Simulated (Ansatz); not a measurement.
A distorted cell of GaAs (zinc blende):

```yaml
crystal:
  lattice:
    - [0.00000, 2.82951, 2.82951]
    - [2.82951, 0.00000, 2.82951]
    - [2.82951, 2.82951, 0.00000]
  atoms:
    - { symbol: As, position: [0.75000, 0.75000, 0.75000] }
    - { symbol: Ga, position: [0.97349, 0.02651, 0.02651] }
```

Calculation: PBEsol (plane waves to 420 eV, PAW, scalar-relativistic; Ansatz, a quantum-chemistry and plane-wave program). k mesh 8×8×8 (Γ-centred), Fermi-Dirac smearing 0.05 eV. The energy includes the smearing's −TS. Compression counts positive. GaAs was relaxed with its symmetry unable to fall.

**Question.** What forces act on the atoms (eV/Å, Cartesian)?

**Answer.** 
```json
[
 {"atom": "As1", "Fx": "1.346", "Fy": "0.000", "Fz": "0.000"},
 {"atom": "Ga2", "Fx": "-1.346", "Fy": "0.000", "Fz": "0.000"}
]
```

**Question.** What is the stress tensor (GPa)?

**Answer.** 
```
   0.14     0.00     0.00
   0.00     0.93    -3.84
   0.00    -3.84     0.93
```
The pressure, a third of the trace, is 0.67 GPa.

**Question.** In it atom 2 sits (0.150, 0.000, 0.000) Å away from its relaxed site. What is its energy relative to the relaxed cell?

**Answer.** 102.0 meV/cell.

(A displaced cell: forces are minus the slopes of the energy, force constants its curvatures, and phonons follow from these.)
